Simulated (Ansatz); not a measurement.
Data:

ZnCdS$_{2}$:
```
CELL_PARAMETERS angstrom
      3.88306     0.00000     0.00000
      0.00000     3.88306     0.00000
      0.00000     0.00000     5.58922
ATOMIC_POSITIONS crystal
  Zn 0.00000 0.00000 0.50000
  Cd 0.50000 0.50000 0.00000
  S  0.50000 0.00000 0.27556
  S  0.00000 0.50000 0.72444
```

This is the LDA-relaxed structure. x, y and z are the axes in which the lattice vectors are written.

Q: All from LDA in the plane-wave PAW code Ansatz, unless another level is named. Give the bulk modulus (Birch–Murnaghan fit).

A: 76.2 GPa.

Q: Give the elastic constants (relaxed ions, GPa).

A: C11 = 118, C12 = 42.6, C13 = 66.7, C33 = 101, C44 = 36.5, C66 = 15.0.

Space group P-4m2. The workflow started from a Materials Project entry (that database holds measured and hypothetical structures alike); the Crystallography Open Database copy checked does not list it. Whether it is the stable phase at ambient conditions was not checked. The LDA relaxation kept the symmetry of its start; of distortions, only those at the zone centre were tested.

Potentials: the later of the program's two PAW sets.
